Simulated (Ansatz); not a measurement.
MgH$_{2}$:
```
MgH2
1.0
    4.42912     0.00000     0.00000
    0.00000     4.42912     0.00000
    0.00000     0.00000     2.97317
Mg H
2 4
Direct
  0.50000   0.50000   0.50000
  0.00000   0.00000   0.00000
  0.69561   0.69561   0.00000
  0.30439   0.30439   0.00000
  0.80439   0.19561   0.50000
  0.19561   0.80439   0.50000
```

Relaxed with LDA.

### Question
Give the optical modes at the zone centre with their infrared and Raman activity from DFPT, DFT-LDA in the program Ansatz with PAW potentials.

### Answer
Transverse frequencies, without the LO–TO term; a row sums one degenerate level.

```
ω (cm⁻¹)  degeneracy  IR ((D/Å)²/amu)  Raman (Å⁴/amu)  activity  symmetry
--------  ----------  ---------------  --------------  --------  --------
184                1             0.00               0    silent       B1u
233                1             0.00             1.2     Raman       B1g
303                2             1.10               0        IR        Eu
492                2            82.95               0        IR        Eu
736                1             0.00               0    silent       A2g
912                1            92.41               0        IR       A2u
1019               2             0.00              83     Raman        Eg
1148               1             0.00               0    silent       B1u
1244               2            90.54               0        IR        Eu
1347               1             0.00              30     Raman       A1g
1501               1             0.00              22     Raman       B2g
```

### Question
How high does the top mode go among those that the LO–TO term moves?

### Answer
1426 cm⁻¹ for q along x, 1426 cm⁻¹ for q along y, 1271 cm⁻¹ for q along z.

Space group P4_2/mnm (rutile). Symmetry was held in the LDA relaxation; phonons on a q-mesh show no instability.

Potentials: the later of the program's two PAW sets.
